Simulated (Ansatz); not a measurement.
YSiNO₂:
```
CELL_PARAMETERS angstrom
      3.57465     0.00000     0.00000
      0.00000     3.57465     0.00000
      0.00000     0.00000     3.68518
ATOMIC_POSITIONS crystal
  Y  0.00000 0.00000 0.50000
  Si 0.50000 0.50000 0.00000
  N  0.50000 0.50000 0.50000
  O  0.50000 0.00000 0.00000
  O  0.00000 0.50000 0.00000
```

Relaxed with PBEsol. DFT-PBEsol in the program Ansatz with PAW potentials gives a gap of 1.51 eV.

Question: What gap does HSE06 give on the same cell (Ansatz, PAW)?

Answer: 2.89 eV, 1.39 eV more. The hybrid was solved on a coarser mesh and at special points; the gap given is the minimum over both.

| k | v1 PBEsol | c1 PBEsol | v1 HSE06 | c1 HSE06 |
|---|---|---|---|---|
| Γ | -0.56 | 1.51 | -0.54 | 2.89 |
| Z | -1.79 | 4.04 | (withheld) | (withheld) |
| M | -1.88 | 4.67 | (withheld) | (withheld) |
| A | 0.00 | 3.34 | (withheld) | (withheld) |
| R | -0.68 | 4.41 | -0.72 | 5.99 |
| X | -1.86 | 4.00 | (withheld) | (withheld) |

Question: Top valence (v1) and lowest conduction level (c1) in eV from each method's valence maximum (which need not be a listed point): supply the withheld HSE06 values.

Answer: 
- A, v1 HSE06: 0.00
- A, c1 HSE06: 4.84
- M, v1 HSE06: -1.97
- M, c1 HSE06: 6.20
- Z, v1 HSE06: -1.86
- Z, c1 HSE06: 5.50
- X, v1 HSE06: -1.93
- X, c1 HSE06: 5.56

Cost on shared cores: the PBEsol run (SCF on a 8×8×8 mesh, then bands and DOS) very roughly 29 core-seconds, the HSE06 run (SCF on 5×5×5, then a few points) very roughly 120 core-seconds; the tasks are unlike.

Space group P4/mmm. The start of the workflow was typed in or built on a structure type; neither database checked (COD, Materials Project) lists it. COD files the formula under space group No. 15, 63. Its standing as an ambient phase is unchecked. The cell was relaxed with PBEsol under the symmetry of its start. At this level the phase is dynamically unstable (imaginary phonons). The run is not spin-polarised. Scalar-relativistic: spin–orbit coupling is off unless named, which matters more the heavier the elements.

Potentials: the later of the program's two PAW sets.
